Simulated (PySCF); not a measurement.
PySCF single point, B3LYP/6-31G*, density fitting, vacuum, on boron monoxide dimer, B2O2 (SMILES O=BB=O), charge 0, multiplicity 1.

```python
from pyscf import gto, scf, dft
mol = gto.M(atom='''
O     -1.997331    -0.000358     0.000021
B     -0.809412     0.000358    -0.000093
B      0.809380     0.000258     0.000093
O      1.997331    -0.000318    -0.000055
''', basis='6-31G*', charge=0, spin=0, verbose=3)
mf = dft.RKS(mol, xc='B3LYP')
mf = mf.density_fit()
mf.max_cycle = 100
e = mf.kernel()
print('converged', mf.converged)
print('E_total', e)
print('nao', mol.nao)
print('HOMO', mf.mo_energy[mf.mo_occ > 0].max())
mf.dip_moment()
```

Output:

```
converged SCF energy = -200.23437927469
converged True
E_total -200.23437927469007
nao 56
HOMO -0.3823120862308008
Dipole moment(X, Y, Z, Debye): -0.00011,  0.00249,  0.00007
```

The total energy is -5448.66 eV.
